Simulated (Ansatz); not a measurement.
This Al2Ga3As5 structure is the end of a relaxation. The cell was found from a structure generator's guess, not taken from experiment.

The calculation used Ansatz 0.2.0, DFT PBE, scalar-relativistic, plane waves, PAW. Cutoff 420 eV, Γ-centred mesh, Gaussian smearing, no spin polarisation.

```
CELL_PARAMETERS angstrom
-2.02912 2.02912 14.34658
2.02912 -2.02912 14.34658
2.02912 2.02912 -14.34658
ATOMIC_POSITIONS crystal
Al 0.90006 0.90006 0.00000
Al 0.09994 0.09994 0.00000
Ga 0.50000 0.50000 0.00000
Ga 0.69991 0.69991 0.00000
Ga 0.30008 0.30008 0.00000
As 0.44971 0.94971 0.50000
As 0.05029 0.55029 0.50000
As 0.64961 0.14961 0.50000
As 0.25000 0.75000 0.50000
As 0.85039 0.35039 0.50000
```

Formation energies are uncorrected and refer to the elements' standard structures at the same level.

Task: What space group does it have?

Result: I-4m2 (No. 119), with Al and Ga ordered on zinc blende sites. Conventional cell: a = 4.058 Å, c = 28.693 Å. Around Al lie 4 As at 2.48 Å; Ga on a site of symmetry -4m2 is surrounded by 4 As at 2.49 Å; Ga on a site of symmetry 2mm has 4 As at 2.49 Å; As on a site of symmetry 2mm is surrounded by 2 Al at 2.48 Å and 2 Ga at 2.49 Å; 2 more sites not described.

Task: How far does it lie from the elements in energy?

Result: −0.404 eV/atom. It lies below the elements, which doesn't yet make it stable against other compounds or structures.

Task: Is it a metal?

Result: No, the gap on the 10×10×10 mesh is 0.73 eV.

The last run used a 10×10×10 mesh for its 10-atom cell and Gaussian smearing of 0.02 eV. Kohn–Sham gaps at this level usually fall short of measured ones. The reference form of As is held partly by dispersion forces, which this level lacks. A later test with randomly moved atoms came back to the same energy, though modes that don't fit the test's cell weren't probed.
